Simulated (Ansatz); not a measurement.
Ba₄Si₂₃:
```
Ba4Si23
1.0
   -5.18504     5.18504     5.18504
    5.18504    -5.18504     5.18504
    5.18504     5.18504    -5.18504
Si Ba
23 4
Direct
  0.00000   0.00000   0.00000
  0.26528   0.26528   0.26528
  0.00000   0.00000   0.73472
  0.00000   0.73472   0.00000
  0.73472   0.00000   0.00000
  0.50000   0.25000   0.75000
  0.50000   0.75000   0.25000
  0.75000   0.50000   0.25000
  0.25000   0.50000   0.75000
  0.25000   0.75000   0.50000
  0.75000   0.25000   0.50000
  0.43854   0.43854   0.16168
  0.27686   0.27686   0.83832
  0.72314   0.56146   0.00000
  0.56146   0.72314   0.00000
  0.16168   0.43854   0.43854
  0.83832   0.27686   0.27686
  0.00000   0.72314   0.56146
  0.00000   0.56146   0.72314
  0.43854   0.16168   0.43854
  0.27686   0.83832   0.27686
  0.56146   0.00000   0.72314
  0.72314   0.00000   0.56146
  0.61514   0.61514   0.61514
  0.00000   0.00000   0.38486
  0.00000   0.38486   0.00000
  0.38486   0.00000   0.00000
```

Relaxed with PBE. Special points in fractions of this cell's reciprocal vectors: Γ (0.000, 0.000, 0.000); H (0.500, -0.500, 0.500); N (0.000, 0.000, 0.500); P (0.250, 0.250, 0.250).

Task: List the band energies nearest the Fermi level at these points for plane-wave PAW PBE (Ansatz code).

Result: In eV from the Fermi level; about four levels below and three above (degenerate sets whole), none deeper than 8.9 eV; points with the same levels are listed once.

| k | below | above |
|---|---|---|
| Γ | -0.97 -0.24 -0.24 -0.24 | 0.01 0.01 0.39 0.39 0.39 |
| H | -0.94 -0.94 -0.94 -0.16 | 0.10 0.10 0.10 |
| N | -0.47 -0.19 -0.19 -0.15 | 0.01 0.21 0.24 |
| P | -2.13 -2.13 -0.07 -0.07 -0.07 | 0.16 0.16 0.16 |

Space group I-43m. The start of the workflow was typed in or built on a structure type; neither database checked (COD, Materials Project) lists it. Whether it is the stable phase at ambient conditions was not checked. The PBE relaxation kept the symmetry of its start; its stability against distortions is not shown here. Scalar-relativistic: spin–orbit coupling is off unless named, which matters more the heavier the elements.

Potentials: the later of the program's two PAW sets.
